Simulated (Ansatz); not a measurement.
A distorted cell of BAs (zinc blende):

```
CELL_PARAMETERS angstrom
      0.00000     2.39195     2.39195
      2.39195     0.00000     2.39195
      2.39195     2.39195     0.00000
ATOMIC_POSITIONS crystal
  As 0.75000 0.75000 0.75000
  B  0.03623 0.96377 0.96377
```

Method: r2SCAN (plane waves to 500 eV, PAW, scalar-relativistic; Ansatz, a program for electronic structure). k mesh 10×10×10 (Γ-centred), Fermi-Dirac smearing 0.05 eV. E stands for the smeared free energy. Compression counts positive. As the smearing reaches across the gap at some points, energies and forces of such displacements shift with the k mesh and the smearing. BAs was relaxed with its symmetry unable to fall.

### Question
Predict the force on every atom, in eV/Å.

### Answer
```json
[
 {"atom": "As1", "Fx": "-2.807", "Fy": "0.000", "Fz": "0.000"},
 {"atom": "B2", "Fx": "2.807", "Fy": "0.000", "Fz": "0.000"}
]
```

### Question
Give the stress tensor in GPa and the pressure.

### Answer
```
    0.3      0.0      0.0
    0.0      2.8      6.9
    0.0      6.9      2.8
```
The pressure, a third of the trace, is 1.9 GPa.

### Question
In it atom 2 sits (-0.173, 0.000, 0.000) Å away from its relaxed site. What is its energy relative to the relaxed cell?

### Answer
249 meV/cell.

(For displaced atoms, the force is minus the slope of the energy, and its curvature is a force constant, which sets phonon frequencies.)
